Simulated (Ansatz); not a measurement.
TaAs (CsCl type, space group No. 221) under volume change, the program Ansatz at the PBE level (PAW), scaled uniformly.

```csv
V (Å³/atom),E − E(relaxed) (meV/atom),P (GPa)
15.127,89.0,20.75
15.625,37.3,12.68
16.124,8.8,5.83
16.623,0.0,0.00
17.121,7.9,-4.96
17.620,?,?
18.119,?,?
```

### Question
Complete the blanks.

### Answer

- 17.620, E − E(relaxed) (meV/atom): 30.1
- 17.620, P (GPa): -9.17
- 18.119, E − E(relaxed) (meV/atom): 64.3
- 18.119, P (GPa): -12.74

### Question
What does a third-order Birch–Murnaghan fit give for V₀, B₀ and B′?

### Answer
V₀ = 16.62 Å³/atom, B₀ = 179 GPa, B′ = 4.4.

Space group Pm-3m (CsCl type). The cell is a constructed one: a structure type filled with these elements; neither database checked (COD, Materials Project) lists it. It is not the phase usual at ambient conditions (space group No. 109). Symmetry was held in the PBE relaxation; whether a distortion lowers the energy is not shown. No spin polarisation was allowed. Spin–orbit coupling is left out wherever it is not named.

Potentials: the later of the program's two PAW sets.
